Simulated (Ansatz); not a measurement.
BAs (zinc blende, F-43m), plane-wave PAW PBE (Ansatz code): ε∞ = 9.86, cell volume 27.81 Å³. Infrared-active transverse modes:

```json
[
 {"ω_TO (cm⁻¹)": "677.4", "oscillator strength S_xx (e²/amu)": "0.02075"}
]
```

Compute the static dielectric constant.

Each mode adds (4.921e7/V) S/ω²: 0.08. So ε0 = 9.94.

What LO frequency does the Lyddane–Sachs–Teller relation give?

ω_LO = ω_TO √(ε0/ε∞) = 680 cm⁻¹.

Symmetry was held in the PBE relaxation; phonons on a q-mesh show no instability. Spin–orbit coupling is left out wherever it is not named.

Potentials: the later of the program's two PAW sets.
